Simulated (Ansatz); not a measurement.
Relaxed-ion elastic tensor of PbSe (zinc blende, F-43m) in GPa (Voigt order), the program Ansatz at the r²SCAN level (PAW); density 5.92 g/cm³, 40.11 Å³ per atom.

```
35.2  33.1  33.1   0.0   0.0   0.0
33.1  35.2  33.1   0.0   0.0   0.0
33.1  33.1  35.2   0.0   0.0   0.0
 0.0   0.0   0.0  -7.3   0.0   0.0
 0.0   0.0   0.0   0.0  -7.3   0.0
 0.0   0.0   0.0   0.0   0.0  -7.3
```

Task: Is the crystal mechanically stable?

Result: No: the smallest eigenvalue of C is -7.3 GPa.

The cell is a constructed one: a structure type filled with these elements; neither database checked (COD, Materials Project) lists it. It is not the phase usual at ambient conditions (space group No. 225). The cell was relaxed with r²SCAN under the symmetry of its start. At this level the phase is mechanically unstable. Scalar-relativistic: spin–orbit coupling is off unless named, which matters more the heavier the elements.

Potentials: the later of the program's two PAW sets.
